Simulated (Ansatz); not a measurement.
Relaxed-ion elastic tensor of Ni (fcc (Cu type), Fm-3m) in GPa (Voigt order), r²SCAN+D4 in the plane-wave PAW code Ansatz; density 9.35 g/cm³, 10.43 Å³ per atom.

```
318  179  179  0.0  0.0  0.0
179  318  179  0.0  0.0  0.0
179  179  318  0.0  0.0  0.0
0.0  0.0  0.0  151  0.0  0.0
0.0  0.0  0.0  0.0  151  0.0
0.0  0.0  0.0  0.0  0.0  151
```

Problem. Is the crystal mechanically stable?

Solution. Yes: the smallest eigenvalue of C is 139 GPa.

Problem. Work out the Voigt, Reuss and Hill averages.

Solution. K_V = 225, K_R = 225, K_H = 225; G_V = 119, G_R = 103, G_H = 111 GPa.

Problem. Give Young's modulus, Poisson's ratio, Pugh's ratio and the universal anisotropy index.

Solution. E = 9KG/(3K + G) = 286 GPa; ν = 0.29; K/G = 2.03 (ductile by the Pugh limit of 1.75); A_U = 5G_V/G_R + K_V/K_R − 6 = 0.76.

Problem. Estimate the sound speeds and the Debye temperature.

Solution. v_l = √((K + 4G/3)/ρ) = 6320 m/s, v_t = √(G/ρ) = 3440 m/s, mean 3840 m/s; Θ = (h/k)(3n/4πV)^(1/3) v_m = 523 K.

Problem. Give the Zener ratio and Young's modulus along [100], [110] and [111].

Solution. A = 2C44/(C11 − C12) = 2.17; 1/E = S11 − 2(S11 − S12 − S44/2)Γ with Γ = 0, 1/4, 1/3 gives 189, 299, 371 GPa.

Problem. Solve the Christoffel equation for the three sound speeds along [100], [110], [111].

Solution. Eigenvalues of C_ijkl n_j n_l equal ρv². In km/s, slowest first: [100] 4.02, 4.02, 5.83; [110] 2.73, 4.02, 6.54; [111] 3.22, 3.22, 6.76.

The r²SCAN+D4 relaxation kept the symmetry of its start. Magnetic state: ferromagnetic, chosen from 3 collinear starts compared on coarse meshes (ties went to the first, and starts can fall back to one state), not a proven ground state. Textbook magnetic order: ferromagnetic. Other orbital occupations within this spin state were not tried. The pairwise dispersion correction was not fitted to metals. As this level gives no gap, shear constants depend on the k-mesh and smearing (Fermi–Dirac, 0.1 eV here).

Potentials: the later of the program's two PAW sets.
